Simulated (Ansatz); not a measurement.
input.yaml (Ansatz)

```yaml
crystal:
  lattice:
    - [3.5606106749, 0.0, 0.0]
    - [-1.7803053375, 3.0835792974, 0.0]
    - [0.0, 0.0, 3.8294961084]
  atoms:
    - { symbol: Se, position: [0.3333333333, 0.6666666667, 0.25] }
    - { symbol: Se, position: [0.6666666667, 0.3333333333, 0.75] }
hamiltonian:
  xc: pbesol
  pseudopotentials:
    kind: paw
    azcp:
      Se: "pseudopotentials/Se.paw.azcp"
basis:
  ecutwfc: 420
  fft_grid_basis: typed
kpoints:
  mp_grid: { grid: [17, 17, 14], shift: [0, 0, 0] }
magnetization:
  spin_polarized: false
scf:
  occupations: { method: fermi_dirac, width: 0.1 }
```

Output

```
Warning: the record states the generating functional pbe (its physics header spells it `PBE`), which answers neither for hamiltonian.xc's functional nor for the pbesol family's — results may be inconsistent (PPs are generated against a specific XC)
Engine: ansatz 0.2.0, aarch64-unknown-linux-gnu
Pseudopotentials: kind: paw
Pseudopotential: Se, paw, valence charge 16, recommended cutoff 420 eV (normal) 
Functional definition: PBEsol
  exchange = pbesol_x
  correlation = pbesol_c
Crystal: 2 atoms, lattice volume = 42.046 Å³
Basis set: ecut = 420 eV, 811 PW (Γ)
Bands: 20, of which v1, the nominal top of the filled ones, is band 16 counted from 1 (15 counted from 0)
Symmetry: 24 space group operations
Space group: P63/mmc (ITA 194), of the structure as read, at distance tolerance 3.5e-5 Å
k-points: 264 of 4046
Non-local potential: Se, projectors of the file, l = 0: 2, l = 1: 2, l = 2: 3, l = 3: 1
PAW form: soft (Blöchl's): semilocal exchange-correlation on the pseudo side does not see the compensation charge
PAW frozen core: Se, regenerated for the run's functional, and the local potential with it (the file was generated under x = pbe(κ = 0.804, μ = 0.2195149727645171), c = pbe(β = 0.06672455060314922))
PAW one-centre angular grid: Se, 590 points (default); XC on 64 Gauss nodes
Initial density: superposition of atomic densities (neutral atoms: chi_scale 0, normalization atom), corrected by the library's trained network
Initial wavefunctions: pseudopotential atomic-orbital guess
Functional: x = pbesol(κ = 0.804, μ = 0.12345679012345678), c = pbesol(β = 0.046)
SCF iter   1: F=—  HF=-10847.873520 eV  |F-HF|=—  |Δ(HF+E_count)|=         —  Δρ=3.03e-3  dr2=2.83e-3  ethr=1.77e-3  ⟨swp⟩=5.1  Hψ=23504  notcnv=0
SCF iter   2: F=—  HF=-10847.873215 eV  |F-HF|=—  |Δ(HF+E_count)|=   3.05e-4  Δρ=1.99e-3  dr2=1.32e-3  ethr=8.84e-6  ⟨swp⟩=2.9  Hψ=11981  notcnv=0
SCF iter   3: F=—  HF=-10847.873665 eV  |F-HF|=—  |Δ(HF+E_count)|=   4.51e-4  Δρ=3.73e-4  dr2=3.19e-5  ethr=4.13e-6  ⟨swp⟩=2.0  Hψ=6877  notcnv=0
SCF iter   4: F=—  HF=-10847.873697 eV  |F-HF|=—  |Δ(HF+E_count)|=   3.14e-5  Δρ=4.95e-5  dr2=6.25e-7  ethr=9.98e-8  ⟨swp⟩=2.8  Hψ=9693  notcnv=0
iter 5 did not close the SCF: its close was put off for the readings that it lacked (scf_convergence_deferred on its scf_iter line)
SCF iter   5: F=-10847.873697 eV  HF=-10847.873697 eV  |F-HF|=6.59e-8  |Δ(HF+E_count)|=   2.00e-7  Δρ=1.13e-5  dr2=4.37e-8  ethr=1.95e-9  ⟨swp⟩=2.0  Hψ=9611  notcnv=0
SCF iter   6: F=-10847.873697 eV  HF=-10847.873697 eV  |F-HF|=1.11e-10  |Δ(HF+E_count)|=   2.91e-8  Δρ=1.63e-6  dr2=5.15e-10  ethr=1.37e-10  ⟨swp⟩=1.0  Hψ=15868  notcnv=0
SCF 1 converged in 6 iterations: F = -10847.873697 eV  dr2 = 5.15e-10
SCF converged after 6 iterations
Free energy (F): -10847.873697 eV
Harris-Foulkes:  -10847.873697 eV  (|F-HF|=1.11e-10)
Internal energy: -10847.836437 eV  (E = F + TS)
E sigma→0 (E₀):  -10847.855067 eV
Entropy (-TS):   -0.037260 eV (-18.630 meV/atom)
Fermi energy:    10.704147 eV
--- Per-component energies (eV) ---
  E_band       = -708.502924
  E_kinetic    = 234.188384
  E_local      = -4315.136880  (includes V_loc(G=0)·N_el)
  E_nonlocal   = -1181.932464
  E_hartree    = 2158.870601
  E_xc         = -205.792344
  E_vxc        = -195.019457  (∫ρ·V_xc dr)
  E_paw        = -3737.533547  (= ΣΔE_a)
  E_vpaw       = 431.658770  (= ΣTr[D̂ρ^β])
  E_aug_tail   = -0.001167  (compensation charges beyond the density's cutoff)
  E_ewald      = -3802.515920
  E_core_change = 2.016901  (= ΣΔE_core)
  E_smearing   = -0.037260  (= −TS)
  E_closure    = 0.000000  (closes the sum)
  Σ components = -10847.873697   (vs F -10847.873697, Δ=0.00e0)
```
